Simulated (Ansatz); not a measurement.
Ansatz (a first-principles code) input:

Ansatz 0.2 input:
```yaml
crystal:
  lattice:
    - [3.1560750483, 0.0, 0.0]
    - [0.0, 3.1560750483, 0.0]
    - [0.0, 0.0, 3.1560750483]
  atoms:
    - { symbol: Ti, position: [0.0, 0.0, 0.0] }
    - { symbol: Al, position: [0.5, 0.5, 0.5] }
kpoints:
  mp_grid: { grid: [13, 13, 13] }
hamiltonian:
  xc: pbesol
  pseudopotentials: { azcp: { folder: ./paw }, kind: paw }
scf:
  occupations: { method: fermi_dirac, width: 0.1 }
phonons:
  method: dfpt
  response_accuracy: low
  eigenvectors: true
  rigid_motions: translations
```

Output (shortened):

```
zone centre: on kpoints.mp_grid the ground state, and the responses unless they are solved on pairs of k-points, stand on 196 of the mesh's 2197 k-points, …
Pseudopotentials: kind: paw
Pseudopotential: Ti, paw, valence charge 12
Pseudopotential: Al, paw, valence charge 3
Functional definition: PBEsol
Crystal: 2 atoms, lattice volume = 31.437 Å³
Basis set: ecut = 420 eV, 619 PW (Γ), exchange–correlation on 48×48×48 points (8 copies of the dense FFT grid, shifted against one another)
Bands: 12, of which v1, the nominal top of the filled ones, is band 8 counted from 1 (7 counted from 0)
Symmetry: 48 space group operations
k-points: 196 of 2197 (irreducible under 8 space group operations, time reversal used)
PAW frozen core: Ti, regenerated for the run's functional, and the local potential with it
PAW frozen core: Al, regenerated for the run's functional, and the local potential with it
Initial density: superposition of atomic densities (chi_scale 0.1, normalization cell, long waves kept (reshape's long-wave potential 0.00 eV rms))
Initial wavefunctions: pseudopotential atomic-orbital guess
Eigensolver: davidson
Functional: x = pbesol(κ = 0.804, μ = 0.12345679012345678), c = pbesol(β = 0.046)
SCF iter   1: F=—  HF=-2999.252950 eV  |F-HF|=—  |Δ(HF+E_count)|=         —  Δρ=4.43e-2  dr2=5.84e-1  ethr=3.10e-3  ⟨swp⟩=4.9  Hψ=11853  notcnv=0
all-band conjugate gradients solve this SCF's bands
preconditioner: auto → none
SCF iter   2: F=—  HF=-2999.110807 eV  |F-HF|=—  |Δ(HF+E_count)|=   1.42e-1  Δρ=2.52e-2  dr2=1.99e-1  ethr=3.10e-3  ⟨swp⟩=2.0  Hψ=4546  notcnv=0
SCF iter   3: F=—  HF=-2999.027737 eV  |F-HF|=—  |Δ(HF+E_count)|=   8.31e-2  Δρ=1.31e-3  dr2=4.49e-4  ethr=1.33e-3  ⟨swp⟩=2.7  Hψ=4230  notcnv=0
SCF iter   4: F=—  HF=-2999.027661 eV  |F-HF|=—  |Δ(HF+E_count)|=   7.55e-5  Δρ=1.19e-4  dr2=1.60e-6  ethr=3.00e-6  ⟨swp⟩=2.5  Hψ=3277  notcnv=0
SCF iter   5: F=—  HF=-2999.027664 eV  |F-HF|=—  |Δ(HF+E_count)|=   2.35e-6  Δρ=3.74e-5  dr2=2.78e-7  ethr=1.07e-8  ⟨swp⟩=2.0  Hψ=3882  notcnv=0
SCF iter   6: F=—  HF=-2999.027664 eV  |F-HF|=—  |Δ(HF+E_count)|=   6.09e-8  Δρ=4.13e-6  dr2=4.59e-9  ethr=1.86e-9  ⟨swp⟩=2.0  Hψ=3657  notcnv=0
SCF iter   7: F=-2999.027664 eV  HF=-2999.027664 eV  |F-HF|=2.73e-12  |Δ(HF+E_count)|=   1.55e-9  Δρ=1.98e-7  dr2=6.35e-12  ethr=1.00e-12  ⟨swp⟩=3.3  Hψ=10474  notcnv=0
SCF 1 converged in 7 iterations: F = -2999.027664 eV  dr2 = 6.35e-12
DFPT response loops at Γ: preconditioner auto → Kerker (q_TF=auto, 2.412 Å⁻¹) (partly filled bands, converged f_vac=0.000) …
SCF converged after 7 iterations
Free energy (F): -2999.027664 eV
Harris-Foulkes:  -2999.027664 eV  (|F-HF|=2.73e-12)
Internal energy: -2998.953872 eV  (E = F + TS)
E sigma→0 (E₀):  -2998.990768 eV
Entropy (-TS):   -0.073792 eV (-36.896 meV/atom)
Fermi energy:    11.584007 eV
--- Per-component energies (eV) ---
  E_band       = -158.918409
  E_kinetic    = 305.090128
  E_local      = -1070.512748  (includes V_loc(G=0)·N_el)
  E_nonlocal   = 73.199170
  E_hartree    = 442.914000
  E_xc         = -153.310067
  E_vxc        = -175.172111  (∫ρ·V_xc dr)
  E_paw        = -1474.465191  (= ΣΔE_a)
  E_vpaw       = -177.350694  (= ΣTr[D̂ρ^β])
  E_aug_tail   = -0.000083  (compensation charges beyond the density's cutoff)
  E_ewald      = -1122.027604
  E_core_change = 0.158524  (= ΣΔE_core)
  E_smearing   = -0.073792  (= −TS)
  E_closure    = 0.000000  (closes the sum)
  Σ components = -2999.027664   (vs F -2999.027664, Δ=0.00e0)
  [band-id]    e_kinetic+e_local+e_nonlocal+2·e_hartree+e_vxc+e_vpaw+e_augmentation_tail = -158.918338   (vs E_band -158.918409, Δ=7.06e-5)
--- Band table (eV; the first three rows and the last of 196) ---
  k-point 0: bands = ["-44.9964", "-21.3095", "-21.3095", "-21.3095", "2.2395", "10.1009", "10.1009", "13.4368", "13.4368", "13.4368", "16.1076", "16.1076"]
  k-point 1: bands = ["-44.9954", "-21.3205", "-21.3085", "-21.3085", "2.3358", "10.0542", "10.1447", "13.2678", "13.2678", "13.4487", "15.7127", "16.3455"]
  k-point 2: bands = ["-44.9927", "-21.3508", "-21.3059", "-21.3059", "2.6213", "9.8513", "10.2704", "12.8915", "12.8915", "13.4818", "14.9911", "16.9319"]
  k-point 195: bands = ["-44.9483", "-21.4465", "-21.4461", "-21.4461", "8.2662", "8.4721", "8.4721", "12.6052", "13.9714", "13.9714", "14.1983", "15.0686"]
  band table: 12 of 12 bands, residual norms ≤ 1.0e-3 eV
--- Phonons (Γ-DFPT): 2 representative perturbations + reference, on 196 of 2197 k-points (Σ response iterations 5) ---
  k mesh reduced under 8 symmetry operations, with k and −k counted as one. Each operation leaves every solved perturbation unchanged …
  ASR residual: 1.504e-3 → 0.000e0 eV/Å²; symmetrization residual: 6.292e-5 eV/Å²
  ASR residual per site (eV/Å²): 1.50e-3 1.88e-5
  Γ frequencies (cm⁻¹): 0.00 0.00 0.00 322.88 322.88 322.88
  non-analytic LO–TO correction: not included (Born effective charges unavailable; polar crystals: no LO–TO splitting at Γ)
```

Cost: around 15 core-seconds (rough) on shared cores.

Space group Pm-3m (CsCl type). The workflow started from a Materials Project entry (that database holds measured and hypothetical structures alike); the Crystallography Open Database copy checked does not list it. It is not the phase usual at ambient conditions (space group No. 123). Symmetry was held in the PBEsol relaxation. At this level the phase is mechanically unstable. No spin polarisation was allowed. As this level gives no gap, phonon frequencies hold no LO–TO term and depend on the k-mesh and smearing (Fermi–Dirac, 0.1 eV here).

Potentials: the earlier of the program's two PAW sets. The files were generated under PBE; for other functionals the program regenerates the frozen cores, and for LDA and PBEsol the local potential too.

Ansatz is a plane-wave DFT program.
